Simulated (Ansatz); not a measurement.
Ansatz (a first-principles code) input:

Ansatz 0.2 input:
```yaml
crystal:
  lattice:
    - [7.0978530069, 0.0, 0.0]
    - [0.0, 3.9208816947, 0.0]
    - [0.0, 0.0, 5.4057531117]
  atoms:
    - { symbol: Zr, position: [0.1777303893, 0.25, 0.6319134293] }
    - { symbol: Zr, position: [0.8222696107, 0.75, 0.3680865707] }
    - { symbol: Zr, position: [0.3222696107, 0.75, 0.1319134293] }
    - { symbol: Zr, position: [0.6777303893, 0.25, 0.8680865707] }
    - { symbol: Ge, position: [0.0474310542, 0.25, 0.1531191803] }
    - { symbol: Ge, position: [0.9525689458, 0.75, 0.8468808197] }
    - { symbol: Ge, position: [0.4525689458, 0.75, 0.6531191803] }
    - { symbol: Ge, position: [0.5474310542, 0.25, 0.3468808197] }
kpoints:
  mp_grid: { grid: [6, 11, 8] }
hamiltonian:
  xc: r2scan
  pseudopotentials: { kind: paw }
scf:
  occupations: { method: gaussian, width: 0.05 }
checkpoint: { read: metal.run }
output: { bader: true, populations: true }
```

Output (shortened):

```
Pseudopotential: Zr, paw, valence charge 12
Pseudopotential: Ge, paw, valence charge 14
Functional definition: r2SCAN
Crystal: 8 atoms, lattice volume = 150.441 Å³
Basis set: ecut = 500 eV, 3805 PW (Γ), exchange–correlation on 216×120×160 points (64 copies of the dense FFT grid, shifted against one another)
Bands: 63, of which v1, the nominal top of the filled ones, is band 52 counted from 1 (51 counted from 0)
Symmetry: 8 space group operations
Space group: Pnma (ITA 62), of the structure as read, at distance tolerance 5.3e-5 Å
k-points: 120 of 528
Stability of the state it starts from, as read at its close in the unpolarized treatment …
iter 1 solved again at ethr=8.51e-9 eV; its pass at ethr=3.10e-3 eV (dr2=8.85e-6 eV) is discarded
SCF iter   1: F=—  HF=-33998.761450 eV  |F-HF|=—  |Δ(HF+E_count)|=         —  Δρ=4.45e-7  dr2=6.23e-11  dr2_τ=1.97e-11  ethr=8.51e-9  ⟨swp⟩=3.4  Hψ=51629  notcnv=0
preconditioner: auto → Kerker (q_TF=auto, 2.565 Å⁻¹)
SCF iter   2: F=-33998.761450 eV  HF=-33998.761450 eV  |F-HF|=7.28e-12  |Δ(HF+E_count)|=   1.97e-9  Δρ=2.09e-7  dr2=1.82e-11  dr2_τ=4.01e-11  ethr=1.00e-12  ⟨swp⟩=6.7  Hψ=26268  notcnv=0
SCF 1 converged in 2 iterations: F = -33998.761450 eV  dr2 = 1.82e-11
SCF converged after 2 iterations
Free energy (F): -33998.761450 eV
Harris-Foulkes:  -33998.761450 eV  (|F-HF|=7.28e-12)
Internal energy: -33998.759607 eV  (E = F + TS)
E sigma→0 (E₀):  -33998.760529 eV
Entropy (-TS):   -0.001843 eV (-0.230 meV/atom)
Fermi energy:    14.586856 eV
--- Per-component energies (eV) ---
  E_band       = -713.418609
  E_kinetic    = 1781.874702
  E_local      = -11047.993717  (includes V_loc(G=0)·N_el)
  E_nonlocal   = 1997.787366
  E_hartree    = 4620.757607
  E_xc         = -905.822746
  E_vxc        = -1125.310319  (∫ρ·V_xc dr)
  E_paw        = -20020.475644  (= ΣΔE_a)
  E_vpaw       = -1626.632619  (= ΣTr[D̂ρ^β])
  E_aug_tail   = 0.000108  (compensation charges beyond the density's cutoff)
  E_vtau       = 65.340624  (kinetic-family band-sum trace: ∫τ·v_τ [+ j·A + Jᵃ·Aᵃ] dr)
  E_ewald      = -10419.885254
  E_core_change = -5.002030  (= ΣΔE_core)
  E_smearing   = -0.001843  (= −TS)
  E_closure    =  0.000000  (closes the sum)
  Σ components = -33998.761450   (vs F -33998.761450, Δ=0.00e0)
  [band-id]    e_kinetic+e_local+e_nonlocal+2·e_hartree+e_vxc+e_vpaw+e_augmentation_tail+e_vtau = -713.418641   (vs E_band -713.418609, Δ=-3.16e-5)
--- Band table (eV; the first three rows and the last of 120) ---
  k-point 0: bands = ["-36.2052", "-36.1796", "-36.1606", "-36.1499", "-13.7473", "-13.7328", "-13.7076", "-13.6352", "-13.6152", "-13.5910", "-13.5668", "-13.4959", "-13.4465", "-13.4325", "-13.4273", "-13.3693", "-10.6823", "-10.6762", "-10.6425", …
  k-point 1: bands = ["-36.2036", "-36.1784", "-36.1625", "-36.1509", "-13.7669", "-13.7180", "-13.6815", "-13.6538", "-13.6111", "-13.5787", "-13.5613", "-13.5008", "-13.4466", "-13.4430", "-13.4325", "-13.3781", "-10.6820", "-10.6764", "-10.6401", …
  k-point 2: bands = ["-36.1989", "-36.1750", "-36.1676", "-36.1538", "-13.7796", "-13.6924", "-13.6877", "-13.6332", "-13.5992", "-13.5657", "-13.5458", "-13.5147", "-13.4705", "-13.4473", "-13.4471", "-13.4010", "-10.6811", "-10.6770", "-10.6337", …
  k-point 119: bands = ["-36.1710", "-36.1710", "-36.1685", "-36.1685", "-13.7523", "-13.7523", "-13.7373", "-13.7373", "-13.5941", "-13.5941", "-13.5724", "-13.5724", "-13.4399", "-13.4399", "-13.4371", "-13.4371", "-10.6244", "-10.6244", "-10.6073", …
--- Löwdin populations: 8 sites ---
  site symbol       q [e]
     0     Zr     11.6082
     1     Zr     11.6082
     2     Zr     11.6082
     3     Zr     11.6082
     4     Ge     14.3112
     5     Ge     14.3112
     6     Ge     14.3112
     7     Ge     14.3112
  spilling = 0.003098 (of n_electrons = 104.000000)
--- Bader charges: 8 sites ---
  site symbol  charge [e]  shift [e]
     0     Zr      1.3569     0.0001
     1     Zr      1.3570     0.0001
     2     Zr      1.3570     0.0001
     3     Zr      1.3570     0.0001
     4     Ge     -1.3570     0.0001
     5     Ge     -1.3570     0.0001
     6     Ge     -1.3570     0.0001
     7     Ge     -1.3570     0.0001
  shift: an alarm, by how much a part of what the PAW files miss would move the charge. Where it is large, compare
  with a run on PAW files of another source; a small one proves nothing
  estimated error of the sums over rays = 6.5e-4 e
```

Cost: about 2.9 core-minutes (a rough figure) on shared cores.

The first step of the workflow began from a Materials Project structure, measured or hypothetical; the Crystallography Open Database copy checked does not list it. Its standing as an ambient phase is unchecked. Symmetry was held in the r²SCAN relaxation; whether a distortion lowers the energy is not shown. The run is not spin-polarised. Spin–orbit coupling is left out wherever it is not named.

Potentials: the later of the program's two PAW sets.

Ansatz is a plane-wave DFT program.
